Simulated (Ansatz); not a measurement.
HgS in space group P3_221 (No. 154; Hg on 3a, S on 3b), DFT-PBE+D3(BJ) in the program Ansatz with PAW potentials, all energies at zero smearing, with the estimated change up to a 700 eV cutoff added, with one set of potentials and settings (totals compare only within such a set). Cell of 6 atoms (3 Hg, 3 S): -44149.391 eV.

| element | reference phase | E (eV/atom) |
|---|---|---|
| Hg | P2_1/m, 2 atoms in the cell | -13813.8461 |
| S | Fddd, 32 atoms in the cell | -902.2562 |

Formation energy per atom, worked out: (-44149.391 − 3×(-13813.8461) − 3×(-902.2562))/6 = -0.181 eV/atom (-17 kJ per mol of atoms), at 0 K, without zero-point energy or fitted corrections.

The PBE+D3(BJ) relaxation kept the symmetry of its start; of distortions, only those at the zone centre were tested. The references are the lowest solids computed at this level, not always the standard phases. Spin–orbit coupling is left out wherever it is not named.

Potentials: the later of the program's two PAW sets.
